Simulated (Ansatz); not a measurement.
**The bulk modulus of TiO2 from a series of volumes**

Reference cell: a COD entry, ions relaxed with PBE at fixed cell.

Space group I4_1/amd:1 (No. 141); a = 3.7842, c = 9.5146 Å.

| site | Wyckoff | site symmetry | x | y | z |
| --- | --- | --- | --- | --- | --- |
| Ti | 4a | -4m2 | 0.0000 | 0.0000 | 0.0000 |
| O | 8e | 2mm. | 0.0000 | 0.0000 | 0.2088 |

One atom of each set is listed; the run and its k-mesh use a cell of 6 atoms with edges of 5.46, 5.46, 5.46 Å.

Computed with Ansatz: DFT, PBE, plane waves and PAW, scalar-relativistic, 420 eV cutoff, Γ-centred 11×11×11 k-points, Fermi–Dirac smearing 0.02 eV.

The cell is scaled uniformly, and the ions relax again at each size.

| V/V₀ | pressure (GPa) | gap on the k-mesh (eV) |
| --- | --- | --- |
| 0.94 | 19.5 | 2.15 |
| 0.96 | 14.1 | 2.13 |
| 0.98 | 9.2 | 2.12 |
| 1.00 | 4.8 | 2.10 |
| 1.02 | ? | ? |
| 1.04 | -2.6 | 2.07 |
| 1.06 | -5.8 | 2.05 |

Problem. Estimate the row at V/V₀ = 1.02, the equilibrium volume and the bulk modulus.

Solution. pressure (GPa): 0.9; gap on the k-mesh (eV): 2.08. Worked: a parabola in ln(V/V₀) through the other 6 rows gives 0.9 GPa there. It crosses zero pressure at V/V₀ = 1.025, the equilibrium volume of this functional, where the bulk modulus is B = −dP/d ln V = 186 GPa. The shape of the cell is held, so in this non-cubic crystal both values are those of uniform scaling, and B is an upper bound to the hydrostatic one. The gap falls as the cell grows, by 0.008 eV per per cent of volume.

PBE gaps are too small, by a third to a half in many semiconductors; their changes with volume are better.
